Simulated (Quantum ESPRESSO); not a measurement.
pw.x input (Quantum ESPRESSO 7.5; PBE, PseudoDojo stringent norm-conserving files, scalar-relativistic):

```
&CONTROL
  calculation = 'scf'
  pseudo_dir = './pseudo'
  outdir = './out'
  tprnfor = .true.
  tstress = .true.
/
&SYSTEM
  ibrav = 0
  nat = 3
  ntyp = 2
  ecutwfc = 104.0
  ecutrho = 416.0
  occupations = 'smearing'
  smearing = 'fd'
  degauss = 0.002
  nbnd = 39
  assume_isolated = '2D'
/
&ELECTRONS
  conv_thr = 3e-10
/
ATOMIC_SPECIES
Se 78.9710 Se.upf
Pt 195.0840 Pt.upf
CELL_PARAMETERS angstrom
  3.709957855135   0.000000000000   0.000000000000
 -1.854978927567   3.212917749517   0.000000000000
  0.000000000000   0.000000000000  15.600000000000
ATOMIC_POSITIONS crystal
Se   0.666666667000   0.333333333000  -0.084690515300
Se   0.333333333667   0.666666666333   0.084690515300
Pt   0.000000000333   0.000000000000   0.000000000000
K_POINTS automatic
12 12 1 0 0 0
```

End of the output:

```
     total energy              =   -1614.32197697 Ry
     estimated scf accuracy    <       0.00000166 Ry
     total energy              =   -1614.32197725 Ry
     estimated scf accuracy    <       0.00000015 Ry
     total energy              =   -1614.32197730 Ry
     estimated scf accuracy    <       0.00000003 Ry
[...]
     the Fermi energy is    -4.8708 ev
!    total energy              =   -1614.32197731 Ry
     estimated scf accuracy    <          2.2E-10 Ry
     smearing contrib. (-TS)   =      -0.00000000 Ry
     internal energy E=F+TS    =   -1614.32197731 Ry
     The total energy is F=E-TS. E is the sum of the following terms:
     one-electron contribution =   -7367.36302113 Ry
     hartree contribution      =    3601.44717872 Ry
     xc contribution           =    -162.87115172 Ry
     ewald contribution        =    2314.46501683 Ry
     convergence has been achieved in   9 iterations
     Forces acting on atoms (cartesian axes, Ry/au):
     atom    1 type  1   force =     0.00000000    0.00000000   -0.00373671
     atom    2 type  1   force =     0.00000000    0.00000000    0.00373671
     atom    3 type  2   force =     0.00000000    0.00000000    0.00000000
     Total force =     0.005285     Total SCF correction =     0.000211
```
In a gapped system the printed Fermi energy is only some level inside the gap.

Spin-orbit coupling is not included.

Geometry relaxed with PBE+D3(BJ).
